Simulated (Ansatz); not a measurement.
A plane-wave DFT run in Ansatz 0.2.0 (scalar-relativistic PAW potentials unless the input names others): input and command.

```yaml
crystal:
  lattice:
    - [8.3539582479, 0.0, 0.0]
    - [0.0, 8.3539582479, 0.0]
    - [0.0, 0.0, 4.0529663482]
  atoms:
    - { symbol: Te, position: [0.0, 0.0, 0.0] }
    - { symbol: Te, position: [0.5, 0.5, 0.5] }
    - { symbol: I, position: [0.3155790665, 0.3155790665, 0.0] }
    - { symbol: I, position: [0.6844209335, 0.6844209335, 0.0] }
    - { symbol: I, position: [0.1844209335, 0.8155790665, 0.5] }
    - { symbol: I, position: [0.8155790665, 0.1844209335, 0.5] }
basis:
  ecutwfc: 420
kpoints:
  mp_grid: { grid: [4, 4, 6] }
hamiltonian:
  xc: pbesol
  hubbard: { sites: [{ species: I, l: p, u_eff: 20.0 }] }
scf:
  occupations: { method: gaussian, width: 0.05 }
  max_iter: 60
output:
  forces: true
  eigenvalues: true
  stress: true
```

```bash
ansatz run input.yaml --threads 1 --pin off --max-ram 2560MiB --backend cpu --events-out ev --progress --plain --runs-dir out
```

Abridged log:
```
Basis set: ecut = 420 eV, 5509 PW (Γ), exchange–correlation on 120×120×60 points (8 copies of the dense FFT grid, shifted against one another)
Bands: 60, of which v1, the nominal top of the filled ones, is band 50 counted from 1 (49 counted from 0)
Symmetry: 16 space group operations
k-points: 24 of 96
SCF iter   1: F=—  HF=-43509.989139 eV  |F-HF|=—  |Δ(HF+E_count)|=         —  Δρ=3.18e-2  dr2=5.09e0  ethr=3.10e-3  ⟨swp⟩=8.5  Hψ=6740  notcnv=0  defer=8
SCF iter   2: F=—  HF=-43510.952887 eV  |F-HF|=—  |Δ(HF+E_count)|=   9.64e-1  Δρ=1.74e-2  dr2=1.58e0  ethr=3.10e-3  ⟨swp⟩=3.0  Hψ=1946  notcnv=0  defer=144
SCF iter   3: F=—  HF=-43511.127673 eV  |F-HF|=—  |Δ(HF+E_count)|=   1.75e-1  Δρ=2.70e-3  dr2=1.76e-2  ethr=1.58e-3  ⟨swp⟩=3.0  Hψ=1968  notcnv=0  defer=144
SCF iter   4: F=—  HF=-43511.135414 eV  |F-HF|=—  |Δ(HF+E_count)|=   7.74e-3  Δρ=8.26e-4  dr2=1.81e-3  ethr=1.76e-5  ⟨swp⟩=3.5  Hψ=3020  notcnv=0  defer=128
SCF iter   5: F=—  HF=-43511.135554 eV  |F-HF|=—  |Δ(HF+E_count)|=   1.40e-4  Δρ=2.20e-4  dr2=1.87e-4  ethr=1.81e-6  ⟨swp⟩=2.0  Hψ=2512  notcnv=0  defer=128
SCF iter   6: F=—  HF=-43511.135666 eV  |F-HF|=—  |Δ(HF+E_count)|=   1.12e-4  Δρ=6.36e-5  dr2=2.08e-5  ethr=1.87e-7  ⟨swp⟩=3.0  Hψ=2272  notcnv=0  defer=128
SCF iter   7: F=—  HF=-43511.135702 eV  |F-HF|=—  |Δ(HF+E_count)|=   3.66e-5  Δρ=1.34e-5  dr2=1.55e-6  ethr=2.08e-8  ⟨swp⟩=2.0  Hψ=1792  notcnv=0  defer=128
SCF iter   8: F=—  HF=-43511.135707 eV  |F-HF|=—  |Δ(HF+E_count)|=   4.82e-6  Δρ=4.67e-6  dr2=1.10e-7  ethr=1.55e-9  ⟨swp⟩=2.0  Hψ=1788  notcnv=0  defer=128
SCF iter   9: F=-43511.135708 eV  HF=-43511.135707 eV  |F-HF|=1.13e-8  |Δ(HF+E_count)|=   1.81e-7  Δρ=1.48e-6  dr2=8.80e-9  ethr=1.00e-10  ⟨swp⟩=17.0  Hψ=8072  notcnv=0
SCF 1 converged in 9 iterations: F = -43511.135708 eV  dr2 = 8.80e-9
SCF converged after 9 iterations
Free energy (F): -43511.135708 eV
Harris-Foulkes:  -43511.135707 eV  (|F-HF|=1.13e-8)
Internal energy: -43511.135707 eV  (E = F + TS)
E sigma→0 (E₀):  -43511.135707 eV
Entropy (-TS):    0.000000 eV ( 0.000 meV/atom)
Fermi energy:    1.443276 eV
--- Forces (eV/Å), atoms counted from 1 ---
  atom   1  Te     0.00000000     0.00000000     0.00000000
  atom   2  Te     0.00000000     0.00000000     0.00000000
  atom   3  I     -0.39398266    -0.39398266     0.00000000
  atom   4  I      0.39398266     0.39398266     0.00000000
  atom   5  I      0.39398266    -0.39398266     0.00000000
  atom   6  I     -0.39398266     0.39398266     0.00000000
--- Stress (GPa, compression-positive) ---
        1.530662       0.000000       0.000000
        0.000000       1.530662       0.000000
        0.000000       0.000000       6.523892
  P = ⅓ Tr σ = 3.1951 GPa (31.951 kbar)
Occupation matrices written to <dir>
```

What should be changed?

The fault is an enormous or negative U (hamiltonian.hubbard: not typed → {"sites": [{"species": "I", "l": "p", "u_eff": 20.0}]}, the first being the value of the sound run). Setting it back cures it. The run converged all the same, with an energy at zero smearing 3.5 eV/atom above the reference's (the Hamiltonian itself differs), pressure 3.20 GPa, largest force 0.557 eV/Å, gap on the mesh 0.31 eV, so convergence alone doesn't show that an input is right. A reference run from the same start on usual settings converged with pressure 0.02 GPa, largest force 0.013 eV/Å, gap on the mesh 0.64 eV.

Time: 26 s on 1 thread of Arm Neoverse V2 (shared host), peak memory 0.81 GiB.